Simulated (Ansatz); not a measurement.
Ba$_{3}$PbO (anti-perovskite)

```
Ba3PbO
1.0
    5.41311     0.00000     0.00000
    0.00000     5.41311     0.00000
    0.00000     0.00000     5.41311
Ba Pb O
3 1 1
Direct
  0.50000   0.00000   0.50000
  0.00000   0.50000   0.50000
  0.50000   0.50000   0.00000
  0.00000   0.00000   0.00000
  0.50000   0.50000   0.50000
```

The slice is a {100} plane (indices of the conventional cell) through the point (0.500, 0.000, 0.500) (fractional), spanned by u = [100] and v = [010] in vectors of this cell: u (5.41 Å) and v (5.41 Å, at 90° to u). It covers one period; positions are fractions (u, v).

Calculation: PBEsol (plane waves to 420 eV, PAW, scalar-relativistic; Ansatz, an electronic-structure program). k mesh 9×9×9. Near the nuclei the fields are pseudised (PAW); where an atom keeps semicore shells as valence, they peak there. At this level the bands of Ba3PbO touch or barely overlap. Ba3PbO was relaxed with its symmetry unable to fall. Spin-orbit coupling is left out, though Pb is heavy.

Task: What is the valence density on the shortest Ba–O line in this plane (2.71 Å), at its minimum between the atoms?

Result: 0.24 e/Å³.

Task: What is the ELF at the density minimum of the shortest Ba–O line in this plane (2.71 Å)?

Result: 0.1.

Task: Predict the map of the electron localisation function (ELF) on the slice.

Result: 
```
|xxxx8899883300001122222211000033889988xx|
|6688999977220000111111111100002277999988|
|9999998844000000000000000000000044889999|
|7777663300000000000000000000000000336677|
|1111110000000000223344332200000000001111|
|2222221100000044778899887744000000112222|
|8888774411003388999999999988330011447788|
|9999997722116699998866889999661122779999|
|xxxx99882211779988xxxxxx88997711228899xx|
|xxxx99882211779966xxxxxx66997711228899xx|
|xxxx99882211779988xxxxxx88997711228899xx|
|9999997722116699998866889999661122779999|
|8888774411003388999999999988330011447788|
|2222221100000044778899887744000000112222|
|1111110000000000223344332200000000001111|
|7777663300000000000000000000000000336677|
|9999998844000000000000000000000044889999|
|6688999977220000111111111100002277999988|
|xxxx8899883300001122222211000033889988xx|
|xxxx6699994400001122332211000044999966xx|
```
Scale: ten equal steps from 0.02 (start of '0') to 0.87 (end of '9'), in the order '0123456789'. Values: electron localisation function (ELF). The map has 20 points along u (two characters each, u = 0 at the left) and 20 along v (v = 0 in the bottom row). Points within 0.5 Å of a nucleus are blanked (x), as the pseudised field means little there.
